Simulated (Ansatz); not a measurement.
Relaxed-ion elastic tensor of C in space group R-3m (No. 166; C on 6c, C on 6c, C on 6c) in GPa (Voigt order), DFT-r²SCAN in the program Ansatz with PAW potentials; density 3.53 g/cm³, 5.65 Å³ per atom.

```
 1230   92.8   24.2   15.0    0.0    0.0
 92.8   1230   24.2  -15.0    0.0    0.0
 24.2   24.2   1310    0.0    0.0    0.0
 15.0  -15.0    0.0    499    0.0    0.0
  0.0    0.0    0.0    0.0    499   15.0
  0.0    0.0    0.0    0.0   15.0    568
```

Question: Is the crystal mechanically stable?

Answer: Yes: the smallest eigenvalue of C is 495 GPa.

Question: Work out the Voigt, Reuss and Hill averages.

Answer: K_V = 450, K_R = 450, K_H = 450; G_V = 555, G_R = 550, G_H = 552 GPa.

Question: Give Young's modulus, Poisson's ratio, Pugh's ratio and the universal anisotropy index.

Answer: E = 9KG/(3K + G) = 1180 GPa; ν = 0.06; K/G = 0.82 (brittle by the Pugh limit of 1.75); A_U = 5G_V/G_R + K_V/K_R − 6 = 0.05.

Question: Estimate the sound speeds and the Debye temperature.

Answer: v_l = √((K + 4G/3)/ρ) = 18300 m/s, v_t = √(G/ρ) = 12500 m/s, mean 13600 m/s; Θ = (h/k)(3n/4πV)^(1/3) v_m = 2280 K.

Question: How much does each axis shrink under pressure?

Answer: Linear compressibilities β_i = Σ_j S_ij (j = 1 to 3): x 0.74, y 0.74, z 0.74 per TPa.

The start of the workflow was typed in or built on a structure type; the Crystallography Open Database files this formula in space group No. 166, but the cells were not matched. It is not the phase usual at ambient conditions (space group No. 194, 227). The cell was relaxed with r²SCAN under the symmetry of its start; whether a distortion lowers the energy is not shown.

Potentials: the earlier of the program's two PAW sets.
